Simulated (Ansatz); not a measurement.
Cells of VN relaxed with PBEsol (plane waves to 420 eV, PAW, scalar-relativistic; Ansatz, a program for electronic structure), each with a space-group label. One label is wrong.

**A**, labelled F-43m (No. 216)
```
CELL_PARAMETERS angstrom
      2.71877     0.00000     0.00000
      0.00000     2.71877     0.00000
      0.00000     0.00000     2.88684
ATOMIC_POSITIONS crystal
  N  0.00000 0.00000 0.00000
  V  0.50000 0.50000 0.00000
```

**B**, labelled P6₃/mmc (No. 194)
```
CELL_PARAMETERS angstrom
      2.74138     0.00000     0.00000
     -1.37069     2.37411     0.00000
      0.00000     0.00000     5.09800
ATOMIC_POSITIONS crystal
  N  0.00000 0.00000 0.00000
  N  0.00000 0.00000 0.50000
  V  0.33333 0.66667 0.25000
  V  0.66667 0.33333 0.75000
```

**C**, labelled Fm-3m (No. 225)
```
CELL_PARAMETERS angstrom
      0.00000     2.03658     2.03658
      2.03658     0.00000     2.03658
      2.03658     2.03658     0.00000
ATOMIC_POSITIONS crystal
  N  0.00000 0.00000 0.00000
  V  0.50000 0.50000 0.50000
```

**D**, labelled I4₁md (No. 109)
```
CELL_PARAMETERS angstrom
     -1.32904     1.32904     4.71546
      1.32904    -1.32904     4.71546
      1.32904     1.32904    -4.71546
ATOMIC_POSITIONS crystal
  V  0.24923 0.24923 0.00000
  V  0.99923 0.49923 0.50000
  N  0.66677 0.66677 0.00000
  N  0.41677 0.91677 0.50000
```

Problem. Which label is wrong, and what should it be (tolerance 0.01 Å)?

Solution. A: its symmetry is P4/mmm (No. 123), tP2; a = b = 2.7188 Å, c = 2.8868 Å, α = β = γ = 90.00°.

Each run could gain symmetry but not lose that of its start, so entries can be saddle points. From databases, or of a type measured for this composition: Fm-3m, cF8, rock salt type; the others are generated cells (placed on structure types, drawn at random, substituted or restacked) that were not matched to a known phase here.

No spin polarisation in the result.
